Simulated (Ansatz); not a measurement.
# Cancellation of cutoff errors in ZrHg

Computed with DFT PBEsol, scalar-relativistic, plane waves, PAW (Ansatz 0.2.0).

```xyz
2
Lattice="3.1470 0.0000 0.0000 0.0000 3.1470 0.0000 0.0000 0.0000 4.1700" Properties=species:S:1:pos:R:3 pbc="T T T"
Zr    1.5735    1.5735    2.0850
Hg    0.0000    0.0000    0.0000
```

```
Γ-centred k-mesh : 14×14×10
occupation rule  : Gaussian smearing, 0.1 eV
spin treatment   : unpolarised
```

A second cell has all atoms moved and the lattice slightly strained:

```yaml
crystal:
  lattice:
    - [3.12142, -0.01203, 0.00655]
    - [-0.01203, 3.18013, -0.00230]
    - [0.00868, -0.00305, 4.26927]
  atoms:
    - { symbol: Zr, position: [0.48013, 0.48529, 0.49479] }
    - { symbol: Hg, position: [0.98567, 0.98952, 0.99817] }
```

It ran on a 10×10×8 mesh, another than the first cell's, which shifts the difference by nearly the same amount at every cutoff. Both were run at several values of the cutoff; energies per atom at zero smearing, errors against the largest value (420 eV), which isn't proved converged itself.

| cutoff | error, first cell (meV) | error, second cell (meV) |
| --- | --- | --- |
| 250 eV | 807.71 | 813.14 |
| 300 eV | 82.41 | 81.80 |
| 350 eV | 4.48 | 4.31 |

**Question.** At the largest value the second cell lies 8.13 meV/atom above the first. What is the error of that difference at each value, and where does each quantity come within 1 meV/atom?

**Answer.** The error of the difference is the second cell's error less the first's:
```json
{"cutoff": "250 eV", "difference (meV)": "13.55", "its error (meV)": "5.43"}
{"cutoff": "300 eV", "difference (meV)": "7.52", "its error (meV)": "-0.60"}
{"cutoff": "350 eV", "difference (meV)": "7.95", "its error (meV)": "-0.18"}
```

No value below the largest brings the first cell's total energy within 1 meV/atom, while the difference is there from 300 eV on. Most of the error cancels, by a factor of about 136 in the median. A missing short wave mostly misdescribes the region near each nucleus, which both cells share; what doesn't cancel comes largely from the change of volume and bonding.

1 further run of this set isn't shown.